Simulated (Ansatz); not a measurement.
What spin-orbit coupling changes at the PtS2 (0 1 2) surface (Ansatz, computed).

Miller indices refer to the conventional cell of P-3m1 (No. 164), a = 3.571 Å, b = 3.571 Å, c = 4.768 Å, α = 90.00°, β = 90.00°, γ = 120.00°.

The slab after a scalar-relativistic relaxation:

```
CELL_PARAMETERS angstrom
3.57133 0.00000 0.00000
0.00000 7.81022 0.00000
0.00000 0.00000 25.07779
ATOMIC_POSITIONS crystal
S 0.00000 0.50942 0.30694
Pt 0.50000 0.70384 0.32309
S 0.00000 0.89104 0.32724
S 0.50000 0.18967 0.37678
Pt 0.00000 0.38455 0.39410
S 0.50000 0.57917 0.40855
S 0.00000 0.86550 0.44890
Pt 0.50000 0.06022 0.46374
S 0.00000 0.25358 0.48018
S 0.50000 0.55098 0.51982
Pt 0.00000 0.74434 0.53626
S 0.50000 0.93906 0.55110
S 0.00000 0.22539 0.59145
Pt 0.50000 0.42001 0.60590
S 0.00000 0.61489 0.62322
S 0.50000 0.91352 0.67276
Pt 0.00000 0.10072 0.67691
S 0.50000 0.29514 0.69306
```

Theory: PBEsol in Ansatz, plane waves and PAW, once scalar-relativistic and once with spin-orbit coupling.

Settings: cutoff 420 eV, Γ-centred mesh 10×5×1 on the computed 18-atom cell, Gaussian smearing of 0.05 eV. The cell repeats along c with a dipole correction in the vacuum.

Slab and bulk are both computed again with spin-orbit coupling at the same atoms and cell; the bulk's mesh is 12×12×8 with a smearing of 0.02 eV.

Without spin-orbit coupling:

The surface energy (J/m²) is 0.678. The work function, top face (eV) is 5.500 and the gap of the bulk on its mesh (eV) is 0.239.

(1) What does spin-orbit coupling change?

The bulk is an insulator but this unreconstructed slab is metallic: the cut is polar, off stoichiometry or leaves dangling bonds, and a real surface would compensate by reconstruction, vacancies or adsorbates.

On a slab of finite thickness, changes under about 0.01 J/m² or 0.05 eV aren't settled. 

## Answers

(1) 
| quantity | without | with spin-orbit coupling |
| --- | --- | --- |
| surface energy (J/m²) | 0.678 | 0.679 |
| work function, top face (eV) | 5.500 | 5.492 |
| gap of the bulk on its mesh (eV) | 0.239 | 0.222 |

The surface energy hardly changes, the work function changes by -0.01 eV. At these atoms the largest force component with spin-orbit coupling is 0.039 eV/Å, so a relaxation with it would move them a little.
